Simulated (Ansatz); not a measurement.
6 guesses for Na₂Yb₃P and where they end

Theory: DFT PBE, scalar-relativistic, plane waves, PAW in Ansatz 0.2.0. Settings: cutoff 420 eV, Γ-centred meshes spaced at most about 0.3 Å⁻¹, and about 0.25 Å⁻¹ or finer for metals (2π included), Gaussian smearing. No spin polarisation in the final relaxations.

Each guess was relaxed in cell and atoms at zero pressure, within the symmetry of its start. Temperature and zero-point effects are left out. Coordination counts Na or Yb atoms around P (for each partner element, those within 1.25 times its shortest distance or 1.15 times the sum of covalent radii, where it is the nearest in units of that sum or under 1.3; a plus sign parts groups by distance over the sum of covalent radii; the shortest distance is added where it exceeds 1.18 times the sum of covalent radii).

```
guess      made from  start group  V start (Å³/atom)  end group  V end (Å³/atom)  coordination at the end  gap on mesh (eV)  E over the lowest end (meV/atom)
    1    random cell       P6/mmm               22.0     P6/mmm             28.7                      P 8                 0                               351
    2  Li3Tl2Cd type       P4/mmm               20.9     P4/mmm             31.3                      P 8                 0                                 0
    3    random cell         P4mm               23.8          ?                ?                        ?                 ?                                 ?
    4    random cell        P-6m2               24.8      P-6m2             39.5                      P 3                 0                               167
    5   DyB2Ru3 type       P6/mmm               21.1     P6/mmm             35.9           P 6 from 3.8 Å                 0                               903
    6    random cell       P4/mmm               16.5     P4/mmm             37.9                      P 2                 0                               936
```

Guess 3 as it starts:

```yaml
crystal:
  lattice:
    - [4.31684, 0.00000, 0.00000]
    - [0.00000, 4.31684, 0.00000]
    - [0.00000, 0.00000, 7.67706]
  atoms:
    - { symbol: Na, position: [0.50000, 0.50000, 0.88159] }
    - { symbol: Na, position: [0.00000, 0.00000, 0.88945] }
    - { symbol: Yb, position: [0.50000, 0.00000, 0.07974] }
    - { symbol: Yb, position: [0.00000, 0.50000, 0.07974] }
    - { symbol: Yb, position: [0.00000, 0.00000, 0.24191] }
    - { symbol: P, position: [0.00000, 0.00000, 0.56634] }
```

Q: Predict the end of this guess and its energy over the lowest end.

A: It ends in space group P4mm (No. 99), with a = 4.525 Å, c = 11.552 Å, 39.4 Å³/atom and no gap. It lies 0.52 eV/atom over the lowest end, above guess 1 and below guess 5. Counting Na or Yb atoms around P, this end has P 2+4 and the lowest (guess 2) has P 8.

```cif
data_structure
_symmetry_space_group_name_H-M 'P4mm'
_symmetry_Int_Tables_number 99
_cell_length_a 4.5249
_cell_length_b 4.5249
_cell_length_c 11.5518
_cell_angle_alpha 90.000
_cell_angle_beta 90.000
_cell_angle_gamma 90.000
_cell_volume 236.52
loop_
_atom_site_label
_atom_site_type_symbol
_atom_site_symmetry_multiplicity
_atom_site_Wyckoff_symbol
_atom_site_fract_x
_atom_site_fract_y
_atom_site_fract_z
_atom_site_occupancy
Na1 Na 1 b 0.50000 0.50000 0.61808 1
Na2 Na 1 a 0.00000 0.00000 0.85297 1
Yb1 Yb 2 c 0.50000 0.00000 0.12850 1
Yb2 Yb 1 a 0.00000 0.00000 0.39257 1
P1 P 1 a 0.00000 0.00000 0.61814 1
```

Formation energies are uncorrected and refer to the elements' standard structures at the same level. The references include black phosphorus.

Q: Is the lowest end bound against the elements?

A: Yes: its formation energy is −0.28 eV/atom. Whether it is stable depends on the other phases of the system, which aren't compared here.

A magnetic state wasn't ruled out in cells without spin, among them P4mm. The reference form of P is held partly by dispersion forces, which this level lacks. The 4f shell of Yb is treated without a Hubbard U. Trial moments died out on the coarse mesh in P4/mmm, P-6m2 and P6/mmm; another magnetic start might hold. Cells relaxed within their symmetry can be saddle points. A lower structure may well exist outside this small set. Some candidate types were left out of the draw beforehand, so a known form may be missing.
